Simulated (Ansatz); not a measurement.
A relaxed structure of Cu$_{2}$O is spoiled in several ways and relaxed again each time (noise and exchanges are one random draw each; squeezed and stretched starts keep its symmetry, which their runs cannot lower; pressure is positive under compression). Level of theory: r2SCAN (plane waves to 500 eV, PAW, scalar-relativistic; Ansatz, a quantum-chemistry and plane-wave program).

```cif
data_Cu4O2
_chemical_formula_sum 'Cu4 O2'
_space_group_name_H-M_alt 'Pn-3m :1'
_space_group_IT_number 224
_space_group_name_Hall 'P 4n 2 3 -1n'
_cell_length_a 4.24453
_cell_length_b 4.24453
_cell_length_c 4.24453
_cell_angle_alpha 90.000
_cell_angle_beta 90.000
_cell_angle_gamma 90.000
loop_
_atom_site_label
_atom_site_type_symbol
_atom_site_symmetry_multiplicity
_atom_site_Wyckoff_symbol
_atom_site_fract_x
_atom_site_fract_y
_atom_site_fract_z
_atom_site_occupancy
Cu1 Cu 4 c 0.75000 0.75000 0.75000 1
O1 O 2 a 0.00000 0.00000 0.00000 1
```

```tsv
change	first pressure (GPa)	largest first force (eV/Å)	released (eV/atom)	moves	outcome	final group	E − E(parent) (eV/atom)
with one O and one Cu atom exchanged in a cell of 6 atoms	–	–	1.4	14	trapped higher	R3m	+0.26
squeezed uniformly to 88 % of its volume	22.0	0.00	0.09	4	returns to the parent	Pn-3m	0.000
with every coordinate shifted by Gaussian noise of σ = 0.1 Å	2.9	3.81	0.11	7	returns to the parent	Pn-3m	0.000
doubled along one cell vector, shaken by Gaussian noise of σ = 0.08 Å a coordinate	4.5	6.43	0.13	5	returns to the parent	Pn-3m	0.000
```

First-step values come from each run's starting, coarser k-mesh (6×6×6, 3×6×6). The runs use different k-meshes, so differences are rounded accordingly. No spin polarisation in the result. The d or f electrons are treated with no Hubbard U.
